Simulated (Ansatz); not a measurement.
**Sc2BF2: relaxation step by step**

Recipe of this trial structure of Sc2BF2: close-packed metal layers stacked AAB, with sites between them filled layer by layer (P3m1, No. 156) (elements of the layers in order: B Sc Sc). Its size is a rough estimate.

```cif
data_structure
_symmetry_space_group_name_H-M 'P 1'
_symmetry_Int_Tables_number 1
_cell_length_a 3.0315
_cell_length_b 3.0315
_cell_length_c 7.5485
_cell_angle_alpha 90.000
_cell_angle_beta 90.000
_cell_angle_gamma 120.000
_cell_volume 60.08
loop_
_atom_site_label
_atom_site_type_symbol
_atom_site_fract_x
_atom_site_fract_y
_atom_site_fract_z
_atom_site_occupancy
Sc1 Sc 0.00000 0.00000 0.43267 1
Sc2 Sc 0.33333 0.66667 0.76351 1
B1 B 0.00000 0.00000 0.00000 1
F1 F 0.00000 0.00000 0.17063 1
F2 F 0.66667 0.33333 0.59809 1
```

The calculation used DFT PBE, scalar-relativistic, plane waves, PAW in Ansatz. Cutoff 420 eV, Gaussian smearing, Γ-centred meshes. Cell and atoms relax first on a coarse mesh and then on a finer one. In between, the cell is made exact in the group found at 0.06 Å. In metals the finer mesh still leaves noise of several meV/atom or more. The steps can't lower the symmetry of their start. No spin polarisation.

Steps on the 6×6×2 mesh (5 atoms, 21 steps). The free energy counts from the last step; some steps are skipped; the plane-wave basis is renewed at times, which shifts energy and pressure.

| step | ΔF (meV/atom) | V (Å³/atom) | P (GPa) | largest force component (eV/Å) |
| --- | --- | --- | --- | --- |
| 1 | 343.3 | 12.02 | 25.37 | 4.897 |
| 3 | 78.4 | 14.03 | 2.41 | 0.647 |
| 4 | 49.5 | 14.09 | 0.50 | 0.407 |
| 6 | 45.5 | 14.30 | -0.34 | 0.041 |
| 7 | 45.3 | 14.27 | -0.02 | 0.021 |
| 9 | 21.8 | 14.73 | 0.63 | 0.055 |
| 10 | 21.0 | 15.11 | 0.02 | 0.091 |
| 12 | 26.7 | 16.87 | 0.52 | 0.504 |
| 13 | 15.9 | 16.11 | 0.61 | 0.104 |
| 15 | 16.3 | 16.45 | 0.09 | 0.016 |
| 16 | 3.8 | 16.45 | 0.81 | 0.017 |
| 18 | 2.7 | 16.75 | 0.26 | 0.072 |
| 19 | 2.1 | 17.08 | 0.19 | 0.041 |
| 21 | 0.0 | 17.26 | 0.03 | 0.016 |

The relaxed structure, after a last relaxation on the converged mesh:

```xyz
5
Lattice="3.2070 0.0000 0.0000 -1.6035 2.7773 0.0000 0.0000 0.0000 10.0964" Properties=species:S:1:pos:R:3 pbc="T T T"
Sc    0.0000    0.0000    3.3294
Sc    0.0000    1.8515    8.3063
B     0.0000    0.0000    9.8982
F     0.0000    0.0000    1.2284
F     1.6035    0.9258    7.1727
```

The symmetry stays P3m1 (No. 156). The volume per atom grows by 49.7 %, from 12.0 to 18.0 Å³. The shortest distance goes from 1.29 Å (B–F) to 1.43 Å (B–F). The ratio c/a of the conventional cell changes by a factor of 1.26. The energy falls by about 0.35 eV/atom (the start's value is from the coarse mesh). Sc on its first site has 1 F at 2.10 Å; B is surrounded by 1 F at 1.43 Å and 3 Sc at 2.44 Å; F on its first site is surrounded by 1 B at 1.43 Å and 1 Sc at 2.10 Å; 2 more sites not described.

For Sc2BF2, the volume per atom is 18.0 Å³. The density is 2.6 g/cm³. The formation energy is −1.29 eV/atom. The gap on the 12×12×4 mesh of the 5-atom cell is 0 eV (a metal).

The zero of energy is the elements' standard structures at the same level (F₂ as a molecule); no fitted shifts are applied.

The last run used Gaussian smearing of 0.10 eV. No dispersion correction is applied, so the spacing and binding between layers, chains or molecules are poorly described. An odd number of electrons in the primitive cell allows no gap without spin; a larger cell or a magnetic state could open one. The cell is a metal run without spin, though a test with spin on the coarse mesh kept 0.4 μB a cell, so a magnetic state probably lies lower. Symmetry constrained the relaxation, so the result can be a saddle point. In all, the 3 runs took 8.9 min on 1 thread of Intel(R) Xeon(R) Processor @ 2.50GHz (Skylake/Cascade Lake), with other jobs on the host.
